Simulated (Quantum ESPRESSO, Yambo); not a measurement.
G0W0 results for BP

BP is taken in the hexagonal space group P6₃mc (No. 186), the wurtzite structure, Pearson symbol hP4. Conventional cell: a = b = 3.1560 Å, c = 5.2363 Å, α = β = 90.00°, γ = 120.00°. B on 2b has 4 P at 1.938–1.959 Å (tetrahedral). P on 2b sees 4 B at 1.938–1.959 Å (tetrahedral). (Neighbours: up to the widest gap in distance over summed covalent radii, below 1.35, at either atom.)

Cell and atoms were relaxed with LDA from Materials Project entry mp-1008559, within its symmetry.

Starting point: norm-conserving LDA (Quantum ESPRESSO, 76 Ry, without SOC). G0W0 in Yambo: 6×6×4 Γ-centred k mesh, 84 bands and a 8 Ry block in the screening, 84 bands in G with the Bruneval-Gonze terminator, plasmon pole fitted at 27.2 eV.

| Item | Value |
|---|---|
| LDA gap along the band path | 0.80 eV |
| LDA gap between the mesh's edge points (Γ → K) | 0.80 eV |
| G0W0 gap between the same points | 1.62 eV |
| LDA smallest direct gap on the mesh (at Γ) | 2.74 eV |
| G0W0 direct gap at that point | 3.57 eV |

```
k point  band  E LDA (eV)  E QP (eV)  shift (eV)     Z
-------  ----  ----------  ---------  ----------  ----
Γ          VB        0.00      -0.51       -0.51  0.80
Γ          CB        2.74       3.06        0.32  0.80
K          VB       -4.96      -5.65       -0.69  0.78
K          CB        0.80       1.11        0.31  0.82
```

Energies count from the LDA valence-band maximum.

Nearest settings tried, and what they do to the gap: 65 bands in W, 65 bands in G: -3 meV; 6 Ry block (85 vectors against 135): -117 meV; 6×6×2 mesh: +9 meV. So the settings aren't converged at that level.

This is not the ordinary phase of the substance; no match was found in the copy of COD used, and its stability was not checked.
